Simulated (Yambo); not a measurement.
Material: CdS (zinc blende, space group F-43m, No. 216) under isotropic strain of -3 % on all lattice vectors; a = 3.995 Å, b = 3.995 Å, c = 3.995 Å, α = 60.00°, β = 60.00°, γ = 60.00° (2 atoms in the cell). The PBEsol cell relaxed from Materials Project entry mp-2469 was given an isotropic strain of -3 % on all lattice vectors, and the atoms were relaxed again.

With PBEsol (Quantum ESPRESSO, PseudoDojo norm-conserving, 102 Ry, scalar-relativistic), the gap between the mesh's edge points (Γ → Γ) is 1.190 eV.

What does a G0W0 run in Yambo give for it (4×4×4 Γ-centred k mesh, bands 5 to 118 and a 10 Ry block in the screening, 118 bands in G with the Bruneval-Gonze terminator, plasmon pole fitted at 27.2 eV)?

The correction is 1.234 eV, giving 2.424 eV, 2.0 times the PBEsol value.  Convergence of the G0W0 settings was not tested. Spin-orbit splittings are left out.
